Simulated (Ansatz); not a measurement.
SiC:
```
SiC
1.0
    0.00000     2.18987     2.18987
    2.18987     0.00000     2.18987
    2.18987     2.18987     0.00000
C Si
1 1
Direct
  0.75000   0.75000   0.75000
  0.00000   0.00000   0.00000
```

Cartesian axes are those of the cell as given.

Give the proper piezoelectric stress tensor with relaxed ions from PBE in the plane-wave PAW code Ansatz.

In C/m², rows x, y, z, Voigt columns; mesh uncertainty up to 0.01.
```
0.00  0.00  0.00  0.08  0.00  0.00
0.00  0.00  0.00  0.00  0.08  0.00
0.00  0.00  0.00  0.00  0.00  0.08
```

The elastic tensor of the same run (GPa):

```
383  127  127  0.0  0.0  0.0
127  383  127  0.0  0.0  0.0
127  127  383  0.0  0.0  0.0
0.0  0.0  0.0  239  0.0  0.0
0.0  0.0  0.0  0.0  239  0.0
0.0  0.0  0.0  0.0  0.0  239
```

Convert to strain constants d = e·S.

In pC/N:
```
0.0  0.0  0.0  0.3  0.0  0.0
0.0  0.0  0.0  0.0  0.3  0.0
0.0  0.0  0.0  0.0  0.0  0.3
```

Space group F-43m (zinc blende). The cell was relaxed with PBE under the symmetry of its start; phonons on a q-mesh show no instability.

Potentials: the later of the program's two PAW sets.
